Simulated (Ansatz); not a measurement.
BAs:
```
CELL_PARAMETERS angstrom
      0.00000     2.38389     2.38389
      2.38389     0.00000     2.38389
      2.38389     2.38389     0.00000
ATOMIC_POSITIONS crystal
  B  0.75000 0.75000 0.75000
  As 0.00000 0.00000 0.00000
```

x, y and z are the axes in which the lattice vectors are written.

Task: Give the proper piezoelectric stress tensor with relaxed ions from the program Ansatz at the PBEsol level (PAW).

Result: In C/m², rows x, y, z, Voigt columns; mesh uncertainty up to 0.01.
```
 0.00   0.00   0.00  -0.16   0.00   0.00
 0.00   0.00   0.00   0.00  -0.16   0.00
 0.00   0.00   0.00   0.00   0.00  -0.16
```

The elastic tensor of the same run (GPa):

```
 278  71.7  71.7   0.0   0.0   0.0
71.7   278  71.7   0.0   0.0   0.0
71.7  71.7   278   0.0   0.0   0.0
 0.0   0.0   0.0   150   0.0   0.0
 0.0   0.0   0.0   0.0   150   0.0
 0.0   0.0   0.0   0.0   0.0   150
```

Task: Convert to strain constants d = e·S.

Result: In pC/N:
```
 0.0   0.0   0.0  -1.0   0.0   0.0
 0.0   0.0   0.0   0.0  -1.0   0.0
 0.0   0.0   0.0   0.0   0.0  -1.0
```

Space group F-43m (zinc blende). The cell was relaxed with PBEsol under the symmetry of its start. Signs of piezoelectric constants follow the polarity of the cell as given.

Potentials: the earlier of the program's two PAW sets. The files were generated under PBE; for other functionals the program regenerates the frozen cores, and for LDA and PBEsol the local potential too.
